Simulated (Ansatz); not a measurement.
Ansatz (a first-principles code) input:

Ansatz 0.2 input:
```yaml
crystal:
  lattice:
    - [4.4344094888, 0.0, 0.0]
    - [0.0, 4.8837779365, 0.0]
    - [0.0, 0.0, 8.7816837406]
  atoms:
    - { symbol: Te, position: [0.3814302449, 0.0323547078, 0.6024952303] }
    - { symbol: Te, position: [0.1185697551, 0.9676452922, 0.1024952303] }
    - { symbol: Te, position: [0.8814302449, 0.4676452922, 0.3975047697] }
    - { symbol: Te, position: [0.6185697551, 0.5323547078, 0.8975047697] }
    - { symbol: O, position: [0.7739278585, 0.1432088057, 0.5398625378] }
    - { symbol: O, position: [0.7260721415, 0.8567911943, 0.0398625378] }
    - { symbol: O, position: [0.2739278585, 0.3567911943, 0.4601374622] }
    - { symbol: O, position: [0.2260721415, 0.6432088057, 0.9601374622] }
    - { symbol: O, position: [0.1706919563, 0.7532100575, 0.2750829916] }
    - { symbol: O, position: [0.3293080437, 0.2467899425, 0.7750829916] }
    - { symbol: O, position: [0.6706919563, 0.7467899425, 0.7249170084] }
    - { symbol: O, position: [0.8293080437, 0.2532100575, 0.2249170084] }
kpoints:
  mp_grid: { grid: [4, 4, 2] }
hamiltonian:
  xc: hse06
  pseudopotentials: { azcp: { folder: ./paw }, kind: paw }
scf:
  n_extra_bands: 12
  occupations: { method: fixed }
output:
  eigenvalues: true
  eigenstates:
    e_range: [-9.0, 13.2]
    kpoints:
      - [-0.114583, 0.0, 0.0]  # VBM
      - [0.364583, 0.3125, 0.0]  # CBM
      - [0.0, 0.0, 0.0]  # GAMMA
      - [0.5, 0.0, 0.0]  # X
      - [0.0, 0.0, 0.5]  # Z
      - [0.5, 0.0, 0.5]  # U
      - [0.0, 0.5, 0.0]  # Y
      - [0.5, 0.5, 0.0]  # S
      - [0.0, 0.5, 0.5]  # T
      - [0.5, 0.5, 0.5]  # R
```

Output (shortened):

```
Pseudopotential: Te, paw, valence charge 16
Pseudopotential: O, paw, valence charge 6
Functional definition: HSE06
davidson cushion auto → on  (no smearing: the cushion is to keep the highest requested band from converging to the state above it …
Crystal: 12 atoms, lattice volume = 190.182 Å³
Basis set: ecut = 420 eV, 3727 PW (Γ)
Bands: 68, of which v1, the nominal top of the filled ones, is band 56 counted from 1 (55 counted from 0)
Symmetry: 4 space group operations
Space group: P212121 (ITA 19), of the structure as read, at distance tolerance 5.8e-5 Å
k-points: 18 of 32
SCF iter   1: F=—  HF=-32452.905054 eV  |F-HF|=—  |Δ(HF+E_count)|=         —  Δρ=7.05e-2  dr2=7.88e0  ethr=1.00e-1  ⟨swp⟩=4.0  Hψ=3772  notcnv=0
preconditioner: auto → none
SCF iter   2: F=—  HF=-32451.985609 eV  |F-HF|=—  |Δ(HF+E_count)|=   9.19e-1  Δρ=4.78e-2  dr2=2.41e0  ethr=7.03e-3  ⟨swp⟩=3.1  Hψ=3400  notcnv=0
SCF iter   3: F=—  HF=-32451.542134 eV  |F-HF|=—  |Δ(HF+E_count)|=   4.43e-1  Δρ=1.66e-2  dr2=3.45e-1  ethr=2.15e-3  ⟨swp⟩=3.0  Hψ=3201  notcnv=0
SCF iter   4: F=—  HF=-32451.567016 eV  |F-HF|=—  |Δ(HF+E_count)|=   2.49e-2  Δρ=6.44e-3  dr2=5.03e-2  ethr=3.08e-4  ⟨swp⟩=2.2  Hψ=2705  notcnv=0
SCF iter   5: F=—  HF=-32451.579167 eV  |F-HF|=—  |Δ(HF+E_count)|=   1.22e-2  Δρ=4.19e-3  dr2=3.22e-2  ethr=4.49e-5  ⟨swp⟩=3.0  Hψ=3386  notcnv=0
iter 6 solved again at ethr=3.20e-7 eV; its pass at ethr=2.88e-5 eV (dr2=3.59e-4 eV) is discarded
SCF iter   6: F=-32451.573694 eV  HF=-32451.573686 eV  |F-HF|=8.18e-6  |Δ(HF+E_count)|=   5.48e-3  Δρ=6.74e-4  dr2=3.33e-4  ethr=3.20e-7  ⟨swp⟩=4.0  Hψ=6774  notcnv=0
SCF 1 stopped early in 6 iterations: F = -32451.573694 eV  dr2 = 3.33e-4
Crystal: 12 atoms, lattice volume = 190.182 Å³
Exchange kernel: α = 0.2500, screened, ω = 0.2079 Å⁻¹, Wigner–Seitz truncation, v(0) = 1042.6109 eV·Å³, q-mesh 4×4×2, nearest image of the exchange supercell L …
Frozen-core exchange: fock
SCF iter   1: F=—  HF=-32466.376775 eV  |F-HF|=—  |Δ(HF+E_count)|=         —  Δρ=8.54e-3  dr2=1.51e-1  ethr=2.97e-6  ⟨swp⟩=7.3  Hψ=6135  notcnv=0
preconditioner: auto → none
SCF iter   2: F=—  HF=-32466.326743 eV  |F-HF|=—  |Δ(HF+E_count)|=   5.00e-2  Δρ=2.33e-3  dr2=1.16e-2  ethr=2.97e-6  ⟨swp⟩=4.0  Hψ=4718  notcnv=0
SCF iter   3: F=—  HF=-32466.372168 eV  |F-HF|=—  |Δ(HF+E_count)|=   4.54e-2  Δρ=1.46e-3  dr2=3.34e-3  ethr=2.97e-6  ⟨swp⟩=4.0  Hψ=4352  notcnv=0
SCF iter   4: F=—  HF=-32466.371544 eV  |F-HF|=—  |Δ(HF+E_count)|=   6.24e-4  Δρ=8.38e-4  dr2=1.60e-3  ethr=2.71e-6  ⟨swp⟩=3.1  Hψ=3319  notcnv=0
SCF iter   5: F=—  HF=-32466.371226 eV  |F-HF|=—  |Δ(HF+E_count)|=   3.19e-4  Δρ=1.63e-4  dr2=1.15e-4  ethr=1.16e-6  ⟨swp⟩=3.0  Hψ=3038  notcnv=0
SCF iter   6: F=-32466.371901 eV  HF=-32466.371930 eV  |F-HF|=2.92e-5  |Δ(HF+E_count)|=   7.05e-4  Δρ=1.88e-4  dr2=4.54e-5  ethr=1.96e-8  ⟨swp⟩=4.8  Hψ=4816  notcnv=0
SCF 2 stopped early in 6 iterations: F = -32466.371901 eV  dr2 = 4.54e-5
hybrid outer 1: dexx = +5.245e-2 eV, tail = 4.92e-4 eV
Crystal: 12 atoms, lattice volume = 190.182 Å³
Exchange kernel: α = 0.2500, screened, ω = 0.2079 Å⁻¹, Wigner–Seitz truncation, v(0) = 1042.6109 eV·Å³, q-mesh 4×4×2, nearest image of the exchange supercell L …
Frozen-core exchange: fock
SCF iter   1: F=—  HF=-32466.371777 eV  |F-HF|=—  |Δ(HF+E_count)|=         —  Δρ=9.17e-5  dr2=7.40e-6  ethr=2.20e-6  ⟨swp⟩=2.9  Hψ=2743  notcnv=0
preconditioner: auto → none
SCF iter   2: F=—  HF=-32466.371783 eV  |F-HF|=—  |Δ(HF+E_count)|=   6.30e-6  Δρ=4.61e-5  dr2=1.97e-6  ethr=6.08e-9  ⟨swp⟩=4.1  Hψ=4683  notcnv=0
SCF iter   3: F=—  HF=-32466.371783 eV  |F-HF|=—  |Δ(HF+E_count)|=   6.11e-7  Δρ=1.81e-5  dr2=2.30e-7  ethr=1.53e-9  ⟨swp⟩=2.1  Hψ=2701  notcnv=0
iter 4 solved again at ethr=7.21e-12 eV; its pass at ethr=1.71e-10 eV (dr2=8.08e-9 eV) is discarded
SCF iter   4: F=-32466.371783 eV  HF=-32466.371783 eV  |F-HF|=4.31e-9  |Δ(HF+E_count)|=   3.61e-8  Δρ=3.10e-6  dr2=4.38e-8  ethr=7.21e-12  ⟨swp⟩=2.8  Hψ=6383  notcnv=0
SCF 3 converged in 4 iterations: F = -32466.371783 eV  dr2 = 4.38e-8
hybrid outer 2: dexx = +4.275e-6 eV, tail = 1.90e-7 eV, Δε = 3.95e-3 eV (about 1.48e-4 eV left of the loop's levels)
the search or the solves at the SCF's close seem to have found levels that the self-consistency loop had missed (the run counts 1) …
NSCF: frozen V_eff on 10 k-points
hybrid SCF converged: 2 outer / 10 inner (+6 warm-up), last move |dexx| = 4.27e-6 eV, tail = 1.90e-7 eV
Stability not checked (fock_operator)
Free energy (F): -32466.371783 eV
Frozen-core exchange: fock
Harris-Foulkes:  -32466.371783 eV  (|F-HF|=4.31e-9)
Internal energy: -32466.371783 eV  (E = F + TS)
E sigma→0 (E₀):  -32466.371783 eV
Fermi energy:    6.192441 eV
--- Per-component energies (eV) ---
  E_band       = -1441.626773
  E_kinetic    = 2049.706184
  E_local      = -10005.670624  (includes V_loc(G=0)·N_el)
  E_nonlocal   = 652.430253
  E_hartree    = 4568.762254
  E_xc         = -856.734586
  E_vxc        = -912.413306  (∫ρ·V_xc dr)
  E_exx        = -336.082031  (= α·E_x^exact, valence–valence)
  E_paw        = -19858.235162  (= ΣΔE_a)
  E_vpaw       = -1691.047585  (= ΣTr[D̂ρ^β])
  E_aug_tail   = 0.006274  (compensation charges beyond the density's cutoff)
  E_ewald      = -8679.618271
  E_core_change = -0.936074  (= ΣΔE_core)
  E_smearing   =  0.000000  (= −TS)
  E_closure    =  0.000000  (closes the sum)
  Σ components = -32466.371783   (vs F -32466.371783, Δ=-3.64e-12)
  [band-id]    e_kinetic+e_local+e_nonlocal+2·e_hartree+e_vxc+2·e_exx+e_vpaw+e_augmentation_tail = -1441.628360   (vs E_band -1441.626773, Δ=-1.59e-3)
--- Band table (eV; the first three rows and the last of 18) ---
  k-point 0: bands = ["-33.4717", "-33.4624", "-33.4536", "-33.4410", "-33.3974", "-33.3967", "-33.3919", "-33.3917", "-33.3334", "-33.3326", "-33.3316", "-33.3307", "-33.2697", "-33.2673", "-33.2658", "-33.2638", "-33.1946", "-33.1922", "-33.1894", …
  k-point 1: bands = ["-33.4684", "-33.4684", "-33.4460", "-33.4460", "-33.3970", "-33.3970", "-33.3918", "-33.3918", "-33.3325", "-33.3325", "-33.3317", "-33.3317", "-33.2688", "-33.2688", "-33.2645", "-33.2645", "-33.1936", "-33.1936", "-33.1883", …
  k-point 2: bands = ["-33.4705", "-33.4639", "-33.4517", "-33.4428", "-33.3971", "-33.3967", "-33.3921", "-33.3919", "-33.3331", "-33.3328", "-33.3314", "-33.3310", "-33.2689", "-33.2669", "-33.2660", "-33.2645", "-33.1937", "-33.1917", "-33.1899", …
  k-point 17: bands = ["-33.4574", "-33.4574", "-33.4574", "-33.4574", "-33.3931", "-33.3931", "-33.3931", "-33.3931", "-33.3317", "-33.3317", "-33.3317", "-33.3317", "-33.2662", "-33.2662", "-33.2662", "-33.2662", "-33.1912", "-33.1912", "-33.1912", …
```

Cost: about 6 core-minutes (a rough figure) on shared cores.

The points marked VBM and CBM come from a semilocal run.

Space group P2_12_12_1. The first step of the workflow began from a Materials Project structure, measured or hypothetical; the Crystallography Open Database files this formula in space group No. 19, but the cells were not matched. Whether it is the stable phase at ambient conditions was not checked. The cell was relaxed with r²SCAN under the symmetry of its start; its stability against distortions is not shown here. Spin–orbit coupling is left out wherever it is not named.

Potentials: the earlier of the program's two PAW sets.

Ansatz is a plane-wave DFT program.
